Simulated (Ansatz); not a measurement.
**Calculated O-17 NMR of the central transition for Ba6LiNb2IrCl2O12**

Cell: a computed structure from the Materials Project (it need not be an observed phase).

```
Ba Li Nb Ir Cl O
1.0
     5.96360    0.00000    0.00000
    -2.98180    5.16463    0.00000
     0.00000    0.00000   15.55978
Ba Li Nb Ir Cl O
6 1 2 1 2 12
Cartesian
  0.0000 0.0000 5.9263
  0.0000 0.0000 12.2494
  0.0000 3.4431 9.9664
  0.0000 3.4431 14.2946
  0.0000 0.0000 0.5592
  0.0000 3.4431 3.2239
  0.0000 0.0000 3.2589
  2.9818 1.7215 12.7175
  2.9818 1.7215 2.8454
  2.9818 1.7215 0.0164
  0.0000 3.4431 6.6173
  0.0000 0.0000 9.0501
  2.9818 3.3216 14.2056
  4.4443 2.5659 11.8101
  2.9818 3.4156 3.8423
  2.9818 0.0328 11.8101
  1.5193 2.5659 11.8101
  2.9818 0.1543 1.3744
  4.4489 0.8745 3.8423
  4.3391 2.5052 1.3744
  1.6245 2.5052 1.3744
  1.5961 0.9215 14.2056
  1.5147 0.8745 3.8423
  4.3675 0.9215 14.2056
```

Atoms are numbered from 1 in the order listed; like atoms form one site, named after its first atom.

Method: Kohn–Sham DFT in Ansatz, PBE, plane waves and PAW, scalar-relativistic, 420 eV cutoff, Γ-centred 5×5×2 k-points, Fermi–Dirac smearing 0.02 eV.

O-17 has I = 5/2 and Q = -25.58 mb (Pyykkö 2018); at 14.1 T its Larmor frequency is ν₀ = 81.4 MHz. Only the quadrupole interaction is simulated: positions count from each site's isotropic chemical shift, and J coupling is left out, as are shift anisotropy and dipolar coupling, which fast spinning averages.

(1) Simulate the second-order pattern (fast magic-angle spinning, Gaussian broadening 0.02 kHz) of site O14 (1 Nb at 1.92 Å; also 4 Ba at 2.54–3.04 Å).

Results:

(1) The calculation gives C_Q = 1.29 MHz and η = 0.68, so ν_Q = 0.194 MHz and the centre of gravity lies at -1.74 ppm (-0.142 kHz).

| offset (kHz) | height |
| --- | --- |
| -0.3496 | 0 |
| -0.3402 | 1 |
| -0.3308 | 4 |
| -0.3214 | 8 |
| -0.3120 | 9 |
| -0.3026 | 10 |
| -0.2933 | 12 |
| -0.2839 | 18 |
| -0.2745 | 23 |
| -0.2651 | 25 |
| -0.2557 | 27 |
| -0.2463 | 28 |
| -0.2369 | 29 |
| -0.2275 | 31 |
| -0.2181 | 33 |
| -0.2087 | 36 |
| -0.1993 | 41 |
| -0.1899 | 57 |
| -0.1805 | 86 |
| -0.1711 | 100 |
| -0.1617 | 91 |
| -0.1523 | 83 |
| -0.1429 | 83 |
| -0.1335 | 89 |
| -0.1242 | 92 |
| -0.1148 | 83 |
| -0.1054 | 70 |
| -0.0960 | 61 |
| -0.0866 | 56 |
| -0.0772 | 51 |
| -0.0678 | 48 |
| -0.0584 | 45 |
| -0.0490 | 43 |
| -0.0396 | 41 |
| -0.0302 | 39 |
| -0.0208 | 36 |
| -0.0114 | 28 |
| -0.0020 | 14 |
| 0.0074 | 3 |
| 0.0168 | 0 |

The largest force is 0.5 eV/Å, so the atoms aren't at the calculated equilibrium and relaxing them would move these values. Without spin–orbit coupling the gradients at and beside Ir can be off by some per cent, at some sites by more.
